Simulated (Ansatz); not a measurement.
**Tetragonal deformation path in AlCo$_{3}$**

Method: DFT PBEsol, scalar-relativistic, plane waves, PAW (Ansatz). Settings: plane waves to 420 eV, k-mesh 16×16×16 (Γ-centred), Gaussian smearing 0.15 eV. Collinear spins, started from moments 0.0, 1.4, 1.4, 1.4 μB in atom order; the magnetic state may not be the lowest. Energies are free energies at this smearing, counted from the undisturbed cell; pressure is positive in compression.

The starting cell (relaxed at this level; it needn't be the usual structure):

```
CELL_PARAMETERS angstrom
3.52932 0.00000 0.00000
0.00000 3.52932 0.00000
0.00000 0.00000 3.52932
ATOMIC_POSITIONS crystal
Al 0.00000 0.00000 0.00000
Co 0.50000 0.50000 0.00000
Co 0.50000 0.00000 0.50000
Co 0.00000 0.50000 0.50000
```

At fixed volume and fractional coordinates, lengths along (0.000, 0.000, 1.000) are scaled against those across it; ρ is that ratio over its starting value. The cell is metallic on the mesh throughout.

| ρ | ΔE (meV/atom) |
| --- | --- |
| 0.707 | -26.4 |
| 0.850 | -5.0 |
| 1.000 | 0.0 |
| 1.200 | 58.7 |
| 1.414 | 332.7 |

Problem. Predict the pressure (GPa) at each point.

Solution.
```tsv
ρ	pressure (GPa)
0.707	-0.7
0.850	-0.2
1.000	0.0
1.200	1.4
1.414	10.3
```

Cost: 5 runs of about 11 core-minutes in all, on Intel Xeon Platinum 8259CL (Skylake/Cascade Lake) (shared hosts).